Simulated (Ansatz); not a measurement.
Relaxing ReP in the zincblende structure

Method: PBEsol, scalar-relativistic; no spin polarisation; PAW, 420 eV, 12×12×12 k-mesh, Gaussian smearing of 0.05 eV; code Ansatz; PAW files: Ansatz's generated set soft_2.

This is a trial structure made by placing the elements on a prototype's sites, so it needn't be the stable form.

The first cell:

```
CELL_PARAMETERS angstrom
0.00000 2.41375 2.41375
2.41375 0.00000 2.41375
2.41375 2.41375 0.00000
ATOMIC_POSITIONS crystal
Re 0.00000 0.00000 0.00000
P 0.25000 0.25000 0.25000
```

The first steps of the search for zero pressure:

```tsv
run	level	k-mesh	kind	V (Å³/atom)	P (GPa)	gap on the mesh (eV)
1	PBEsol	12×12×12	fixed cell	14.06	77.5	metal
2	PBEsol	12×12×12	fixed cell	15.75	34.6	metal
```

(1) At which volume does PBEsol reach zero pressure?

Answer:

(1) 18.18 Å³/atom, about 29.3 % over the start.

The steps that followed:

```tsv
run	level	k-mesh	kind	V (Å³/atom)	P (GPa)	E − E(final) (meV/atom)	gap on the mesh (eV)
3	PBEsol	12×12×12	fixed cell	17.64	5.8	9.6	metal
4	PBEsol	12×12×12	fixed cell	18.21	-0.3	0.0	metal
5	PBEsol	12×12×12	fixed cell	18.18	0.0	0.0	metal
```

Cell and atoms are those of this level's equilibrium.

The final structure (symmetry read at 0.01 Å). The structure is cubic, space group F-43m (No. 216). Conventional cell: a = 5.259 Å, b = 5.259 Å, c = 5.259 Å, α = 90.00°, β = 90.00°, γ = 90.00°. Around Re (site symmetry -43m) lie 4 P at 2.28 Å. P (site symmetry -43m) has 4 Re at 2.28 Å as nearest neighbours. (Neighbours are counted to 15 % beyond the shortest distance.)

- At the final geometry the gap, band path included, is zero (metallic).
- The equation of state gives B0 = 178 GPa and B0′ = 4.2.
- Against the elements' standard states, run alike and uncorrected, the formation energy is 0.40 eV/atom, so this structure is unstable against them at this level.

These numbers lack spin–orbit coupling.
